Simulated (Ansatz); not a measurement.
MoRu3: do energies and stresses tell the same story?

Computed with Ansatz, DFT r2SCAN, scalar-relativistic, plane waves, PAW.

Cutoff 500 eV; k points 6×6×8 on the computed 8-atom cell (Γ-centred); Gaussian smearing, width 0.10 eV; no spin polarisation.

Relaxed cell: P6_3/mmc, a = 5.463 Å, b = 5.463 Å, c = 4.324 Å, α = 90.00°, β = 90.00°, γ = 120.00°, 8 atoms in the primitive cell. Whether it is the stable form of this composition wasn't checked.

Energies at zero smearing and pressures from the stress tensor, at volumes with shape and atoms relaxed:
```tsv
V (Å³/atom)	E − E(first) (meV/atom)	P (GPa)
13.135	0.00	22.72
13.554	-42.82	10.41
13.973	-55.97	0.00
14.392	-44.03	-8.80
14.811	-10.92	-16.22
```

Q: Check P = −dE/dV between neighbouring volumes, and get the bulk modulus from the pressures alone.

A: With 1 eV/Å³ = 160.2 GPa:
| middle V (Å³/atom) | −ΔE/ΔV (GPa) | mean P (GPa) |
| --- | --- | --- |
| 13.344 | 16.364 | 16.565 |
| 13.763 | 5.027 | 5.204 |
| 14.183 | -4.561 | -4.401 |
| 14.602 | -12.658 | -12.508 |

The two differ by 0.20 GPa at most. The mean of two end pressures misses the average over a step by about ΔV² P″/12, up to 0.17 GPa here; with that taken off 0.04 GPa remains. The stress is the derivative of the free energy, not of the energy at zero smearing, and with free energies 0.00 GPa remains. Around V = 13.973 Å³/atom, the two neighbours give B = −V ΔP/ΔV = 13.973 × 19.21 / 0.838 = 320.2 GPa, against B0 = 318.8 GPa from the Birch–Murnaghan fit of the energies.

Cost: 6 runs of about 14 core-minutes in all, on Arm Neoverse V2 (shared hosts).